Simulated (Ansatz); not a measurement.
Os:
Space group P6₃/mmc (No. 194); a = b = 2.7157 Å, c = 4.2897 Å, α = β = 90.00°, γ = 120.00°

```csv
atom,site,symmetry,x,y,z
Os,2d,-6m2,0.6667,0.3333,0.2500
```

Relaxed at zero pressure with plane-wave PAW LDA (Ansatz code).

The volume is lowered by 9 % and shape and atoms relax at that volume. What pressure results, and how do the axes share the change?

52.7 GPa; a -3.2 %, b -3.2 %, c -2.8 %; the energy rises by 186 meV/atom.

Give the new structure.


Space group P6₃/mmc (No. 194); a = 2.6276 Å, b = 2.6276 Å, c = 4.1700 Å, α = 90.00°, β = 90.00°, γ = 120.00°

```csv
atom,site,symmetry,x,y,z
Os,2d,-6m2,0.6667,0.3333,0.2500
```

The phase is kept; no other phase was compared at this pressure.

Space group P6_3/mmc (hcp (Mg type)). The cell was relaxed with LDA under the symmetry of its start. The run is not spin-polarised. Axis ratios of metals converge slowly with the k-mesh, so a and c are less sure than the volume. Spin–orbit coupling is left out wherever it is not named.

Potentials: the later of the program's two PAW sets.
